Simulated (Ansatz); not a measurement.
Density of states of a Cu₆Ru₅Au₉ cell (elements on a fcc lattice, relaxed), per eV and atom, broadened by Gaussian smearing of width 0.1 eV and averaged over bins of 0.4 eV, from 8 eV under the Fermi level at most up to where the solved bands end.

Computed with DFT PBE, scalar-relativistic, plane waves, PAW (Ansatz).

Settings: cutoff 420 eV, Γ-centred mesh 6×6×6 on the computed 20-atom cell, Gaussian smearing of 0.10 eV; no spin polarisation.

```yaml
crystal:
  lattice:
    - [-5.86186, 3.97570, 1.96609]
    - [5.89902, 4.03602, -1.97449]
    - [-1.97102, -4.00906, -5.88321]
  atoms:
    - { symbol: Cu, position: [0.09246, 0.68950, 0.80135] }
    - { symbol: Cu, position: [0.70016, 0.90858, 0.59364] }
    - { symbol: Cu, position: [0.38306, 0.78921, 0.18904] }
    - { symbol: Cu, position: [0.73404, 0.22691, 0.49288] }
    - { symbol: Cu, position: [0.84829, 0.95658, 0.31215] }
    - { symbol: Cu, position: [0.95232, 0.64902, 0.09797] }
    - { symbol: Ru, position: [0.01436, 0.33548, 0.87208] }
    - { symbol: Ru, position: [0.15082, 0.07360, 0.70538] }
    - { symbol: Ru, position: [0.18240, 0.39269, 0.63609] }
    - { symbol: Ru, position: [0.62541, 0.22094, 0.81913] }
    - { symbol: Ru, position: [0.50023, 0.47054, 0.97273] }
    - { symbol: Au, position: [0.55154, 0.83676, 0.91681] }
    - { symbol: Au, position: [0.26789, 0.76431, 0.52392] }
    - { symbol: Au, position: [0.65155, 0.54028, 0.68551] }
    - { symbol: Au, position: [0.29013, 0.08964, 0.39799] }
    - { symbol: Au, position: [0.35248, 0.46720, 0.28169] }
    - { symbol: Au, position: [0.99367, 0.98656, 0.98662] }
    - { symbol: Au, position: [0.81343, 0.62830, 0.40336] }
    - { symbol: Au, position: [0.44931, 0.13876, 0.09830] }
    - { symbol: Au, position: [0.91152, 0.30468, 0.22346] }
```

```
E − E_F (eV) total Au 5d Cu 3d Ru 4d Au 6s
       -7.85  0.093  0.005  0.001  0.001  0.058
       -7.45  0.144  0.013  0.001  0.003  0.081
       -7.05  0.209  0.044  0.003  0.008  0.102
       -6.65  0.472  0.231  0.011  0.025  0.128
       -6.25  1.048  0.696  0.030  0.072  0.124
       -5.85  1.423  1.054  0.052  0.114  0.081
       -5.45  1.498  1.132  0.074  0.142  0.053
       -5.05  1.477  1.085  0.090  0.176  0.044
       -4.65  1.353  0.950  0.103  0.188  0.041
       -4.25  1.525  0.988  0.158  0.260  0.041
       -3.85  1.650  1.018  0.245  0.274  0.038
       -3.45  1.754  0.929  0.425  0.284  0.036
       -3.05  1.736  0.691  0.635  0.294  0.036
       -2.65  2.101  0.472  1.171  0.344  0.035
       -2.25  2.433  0.442  1.570  0.323  0.029
       -1.85  2.337  0.435  1.499  0.316  0.027
       -1.45  1.508  0.296  0.777  0.330  0.038
       -1.05  0.848  0.152  0.240  0.338  0.041
       -0.65  0.807  0.124  0.134  0.415  0.043
       -0.25  0.940  0.113  0.091  0.603  0.032
        0.15  0.744  0.076  0.053  0.487  0.033
        0.55  0.509  0.047  0.026  0.312  0.038
```

The columns after the total are the largest Löwdin projections on the valence shells of the potentials, so they needn't add up, and the weight of a shell that a potential lacks goes to other orbitals. The cell has no gap on the mesh.

Spin-orbit coupling is left out, which matters for the bands of heavy elements.

Cost: 2 runs of about 8.7 core-minutes in all (earlier runs that led there not counted), on AMD EPYC 9R45 (Zen 5) (shared hosts).